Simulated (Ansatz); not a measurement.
Problem. Name crystals whose computed values (plane-wave PAW r²SCAN (Ansatz code)) fall in these windows: HSE06 gap (eV) 1.1 to 1.5; Θ_D (K) 740 to 1000; B₀ by P(V) fit (GPa) 110 to 140.

Solution. 

| crystal | HSE06 gap (eV) | Θ_D (K) | B₀ by P(V) fit (GPa) |
|---|---|---|---|
| BP, Pm-3n (B on 6d, P on 6c) | 1.30 | 867 | 127 |
Others may fit too.

Typed or built starts, not in the databases checked: BP, Pm-3n (B on 6d, P on 6c). Not the usual ambient phase: BP, Pm-3n (B on 6d, P on 6c). The cell was relaxed under the symmetry of its start.

Potentials: the earlier of the program's two PAW sets.
